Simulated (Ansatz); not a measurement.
WS2 (P6_3/mmc) from a database of computed structures, relaxed with r2SCAN+rVV10, was run in Ansatz under altered settings. All numbers are computed, without spin polarisation but where a row says otherwise.

```
W S
1.0
     3.16993    0.00000    0.00000
    -1.58497    2.74524    0.00000
     0.00000    0.00000   12.49131
W S
2 4
Direct
  0.33333 0.66667 0.75011
  0.66667 0.33333 0.24989
  0.33333 0.66667 0.12478
  0.66667 0.33333 0.62501
  0.33333 0.66667 0.37499
  0.66667 0.33333 0.87522
```

The base run's other keys:
```yaml
kpoints:
  mp_grid: { grid: [6, 6, 2] }
hamiltonian:
  xc: hse06
scf:
  occupations: { method: fixed }
  n_extra_bands: 5
```

It takes 22 iterations with 2105 plane waves at 420 eV and 14 k points, and leaves a mean stress of -1.17 GPa. The gap over this mesh is 1.580 eV. It ran on 4 threads of Arm Neoverse N1, with other jobs on the host.

Outcomes, with energy and stress as changes against the base:
```
                                    setting    outcome  ΔF (meV/atom)  Δ mean stress (GPa)  gap on the mesh (eV)  iterations  wall time
PBE hybrid, exx coeff 0.2, omega 0.2078 1/Å  converged              –                 +0.9                 1.469          21       40 s
                  scf.exx.max_outer_iter: 2  converged            0.0                  0.0                 1.580          24       40 s
                         basis.ecutwfc: 500  converged           -0.8                  0.0                 1.580          21       51 s
```
A dash marks a value that wasn't obtained or can't be compared. Stress is positive in compression. The base took 40 s. The base's mesh is coarse for a hybrid, so its own values aren't converged.

- PBE hybrid, exx coeff 0.2, omega 0.2078 1/Å. That is 20 % exact exchange, screened with ω = 0.2078 1/Å, against HSE06's 25 % screened at 0.208 1/Å. The mean stress moves by +0.9 GPa and the gap on the mesh by -0.111 eV (to 1.469). Totals of different functionals aren't comparable.

Within 1 meV an atom, 0.1 GPa and 0.005 eV of the base stay: scf.exx.max_outer_iter: 2; basis.ecutwfc: 500.

No spin-orbit coupling is included; it can move band edges with weight on the heavy atoms by tenths of an eV.

The stress of a hybrid is loosely converged in these runs.

The meshes of the hybrids are coarse, so their gaps aren't converged to the digits shown.
